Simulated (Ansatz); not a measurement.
A generator proposed this cell of CoBrO.

```cif
data_structure
_symmetry_space_group_name_H-M 'P-6m2'
_symmetry_Int_Tables_number 187
_cell_length_a 3.9420
_cell_length_b 3.9420
_cell_length_c 4.7046
_cell_angle_alpha 90.000
_cell_angle_beta 90.000
_cell_angle_gamma 120.000
_cell_volume 63.31
loop_
_atom_site_label
_atom_site_type_symbol
_atom_site_symmetry_multiplicity
_atom_site_Wyckoff_symbol
_atom_site_fract_x
_atom_site_fract_y
_atom_site_fract_z
_atom_site_occupancy
Co1 Co 1 f 0.66667 0.33333 0.50000 1
Br1 Br 1 a 0.00000 0.00000 0.00000 1
O1 O 1 d 0.33333 0.66667 0.50000 1
```

All numbers below come from DFT PBE, scalar-relativistic, plane waves, PAW (Ansatz 0.2.0). Cutoff 420 eV; k points 6×6×4 on the computed 3-atom cell (Γ-centred); Gaussian smearing, width 0.10 eV; collinear spin from starting moments 3.0 0.0 0.0 μB.

The zero of energy is the elements' standard structures at the same level (O₂ as a molecule); no fitted shifts are applied. The references include crystalline Br.

Q: What does a single point on this coarse mesh give?

A: The pressure is -14.6 GPa (the mean over three directions, positive in compression), the largest force is 0.00 eV/Å (symmetry fixes the atoms), and the energy is +0.40 eV/atom against the elements. The shortest distance is 2.28 Å.

Q: Is it a good guess?

A: A rough one: relaxing gains about 0.62 eV/atom (the start's value is from the coarse mesh, so the gain is rough) in 20 ionic steps and ends at −0.22 eV/atom on the finer mesh. The symmetry stays P-6m2 (No. 187). The volume per atom shrinks by 16.8 %, from 21.1 to 17.6 Å³. The shortest distance goes from 2.28 Å (Co–O) to 1.85 Å (Co–O). The ratio c/a of the conventional cell changes by a factor of 1.54. Conventional cell: a = 3.210 Å, c = 5.907 Å. Around Co lie 3 O at 1.85 Å, 6 Co at 3.21 Å and 6 Br at 3.49 Å; around Br lie 6 Br at 3.21 Å, 6 Co at 3.49 Å and 6 O at 3.49 Å; O has 3 Co at 1.85 Å, 6 O at 3.21 Å and 6 Br at 3.49 Å.

The last run used collinear spin, an 18×18×8 mesh (in the run's order of axes) for its 3-atom cell and Gaussian smearing of 0.10 eV. No dispersion correction is applied, so the spacing and binding between layers, chains or molecules are poorly described. No Hubbard U is applied to the open shell of Co. The reference form of Br is held partly by dispersion forces, which this level lacks. Another magnetic order may lie lower. The relaxation can't lower the symmetry of the start, and the grade says only how near the guess is to its own end. Symmetry constrained the relaxation, so the result can be a saddle point.
